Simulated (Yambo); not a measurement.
A G0W0@PBEsol run in Yambo for Cs2O (space group R-3m, No. 166) under isotropic strain of -3 % on all lattice vectors (4×4×4 Γ-centred k mesh, 140 bands and a 7 Ry block in the screening, 140 bands in G with the Bruneval-Gonze terminator, plasmon pole fitted at 27.2 eV) gives these matrix elements, in eV, at the band edges (L → Γ):

```json
[
 {"state": "valence edge", "E0": "0.000", "<Vxc>": "-17.251", "<Σx>": "-21.853", "<Σc(E0)>": "3.930", "Z": "0.756"},
 {"state": "conduction edge", "E0": "1.330", "<Vxc>": "-7.336", "<Σx>": "-3.574", "<Σc(E0)>": "-3.470", "Z": "0.842"}
]
```

Problem. Solve the linearised quasiparticle equation for both states, give the gap, and say how exchange and correlation each act on it.

Solution. E = E0 + Z(Σx + Σc − Vxc). Valence: 0.000 + 0.756 × (-21.853 + (3.930) − (-17.251)) = -0.51 eV. Conduction: 1.330 + 0.842 × (-3.574 + (-3.470) − (-7.336)) = 1.57 eV. The gap is 2.08 eV, against 1.33 eV in PBEsol. Replacing Vxc by bare exchange alone would open it by 8.36 eV; correlation takes back 7.40 eV of that, and Z scales what is left. Convergence of the G0W0 settings was not tested. 

Geometry strained from the cell relaxed with PBEsol, atoms relaxed again; primitive cell a = 7.067 Å, b = 7.067 Å, c = 7.067 Å, α = 32.71°, β = 32.71°, γ = 32.71°.
